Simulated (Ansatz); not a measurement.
MoRu:
```yaml
crystal:
  lattice:
    - [2.76465, 0.00000, 0.00000]
    - [0.00000, 2.76465, 0.00000]
    - [0.00000, 0.00000, 3.81566]
  atoms:
    - { symbol: Ru, position: [0.00000, 0.00000, 0.00000] }
    - { symbol: Mo, position: [0.50000, 0.50000, 0.50000] }
```

Relaxed with r²SCAN.

**Question.** Map the valence electron density (e/Å³), cut off at 5 on the plane through (0.000, 0.000, 0.000) spanned by u = [1, 0, 0] and v = [0, 1, 1] in lattice vectors, from r²SCAN (plane waves, PAW; program Ansatz).

**Answer.** x is the fraction of u, y of v (the angle between them is 90°; rows are the nearest grid lines); atoms in the plane: Ru at (0.00, 0.00), Mo at (0.50, 0.50).
```
y \ x   0.000  0.0625  0.188  0.250  0.375  0.438  0.562  0.625  0.750  0.812  0.938   1.00
------  -----  ------  -----  -----  -----  -----  -----  -----  -----  -----  -----  -----
1.00     5.00    5.00   5.00   3.07  0.586  0.399  0.399  0.586   3.07   5.00   5.00   5.00
0.917    5.00    5.00   3.82   1.90  0.485  0.356  0.356  0.485   1.90   3.82   5.00   5.00
0.833    2.02    1.84  0.915  0.620  0.347  0.307  0.307  0.347  0.620  0.915   1.84   2.02
0.750   0.433   0.424  0.384  0.372  0.369  0.379  0.379  0.369  0.372  0.384  0.424  0.433
0.708   0.332   0.332  0.356  0.397  0.563  0.656  0.656  0.563  0.397  0.356  0.332  0.332
0.625   0.309   0.322  0.558  0.987   2.77   3.60   3.60   2.77  0.987  0.558  0.322  0.309
0.542   0.352   0.393   1.15   2.46   5.00   5.00   5.00   5.00   2.46   1.15  0.393  0.352
0.458   0.352   0.393   1.15   2.46   5.00   5.00   5.00   5.00   2.46   1.15  0.393  0.352
0.375   0.309   0.322  0.558  0.987   2.77   3.60   3.60   2.77  0.987  0.558  0.322  0.309
0.292   0.332   0.332  0.356  0.397  0.563  0.656  0.656  0.563  0.397  0.356  0.332  0.332
0.250   0.433   0.424  0.384  0.372  0.369  0.379  0.379  0.369  0.372  0.384  0.424  0.433
0.167    2.02    1.84  0.915  0.620  0.347  0.307  0.307  0.347  0.620  0.915   1.84   2.02
0.0833   5.00    5.00   3.82   1.90  0.485  0.356  0.356  0.485   1.90   3.82   5.00   5.00
0.000    5.00    5.00   5.00   3.07  0.586  0.399  0.399  0.586   3.07   5.00   5.00   5.00
```

The density is the valence pseudo-density with augmentation charge, so density and ELF within about 1 Å of a nucleus are not all-electron values.

Space group P4/mmm (L1₀ or tetragonal B2). The start of the workflow was typed in or built on a structure type; neither database checked (COD, Materials Project) lists it. Whether it is the stable phase at ambient conditions was not checked. The r²SCAN relaxation kept the symmetry of its start; its stability against distortions is not shown here. No spin polarisation was allowed.

Potentials: the earlier of the program's two PAW sets.
